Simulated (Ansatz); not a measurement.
MgH2:
```yaml
crystal:
  lattice:
    - [4.48503, 0.00000, 0.00000]
    - [0.00000, 4.48503, 0.00000]
    - [0.00000, 0.00000, 2.99605]
  atoms:
    - { symbol: Mg, position: [0.00000, 0.00000, 0.00000] }
    - { symbol: Mg, position: [0.50000, 0.50000, 0.50000] }
    - { symbol: H, position: [0.30467, 0.30467, 0.00000] }
    - { symbol: H, position: [0.19533, 0.80467, 0.50000] }
    - { symbol: H, position: [0.69533, 0.69533, 0.00000] }
    - { symbol: H, position: [0.80467, 0.19533, 0.50000] }
```

Cartesian axes are those of the cell as given.

Question: Give the high-frequency dielectric tensor and the Born effective charge tensors of the independent atoms from DFPT, plane-wave PAW r²SCAN (Ansatz code).

Answer: 
ε∞:
```
3.62  0.00  0.00
0.00  3.62  0.00
0.00  0.00  3.65
```
Z* of atom 1 (Mg), rows: field, columns: displacement, in e:
```
1.85  0.12  0.00
0.12  1.85  0.00
0.00  0.00  1.94
```
Z* of atom 3 (H), rows: field, columns: displacement, in e:
```
-0.92  -0.21   0.00
-0.21  -0.92   0.00
 0.00   0.00  -0.97
```

Static charges for comparison (Bader): Mg1 +1.68, H3 -0.84 e. Born charges measure polarisation by displacement and can exceed these by far.

Space group P4_2/mnm (rutile). The r²SCAN relaxation kept the symmetry of its start.

Potentials: the later of the program's two PAW sets.
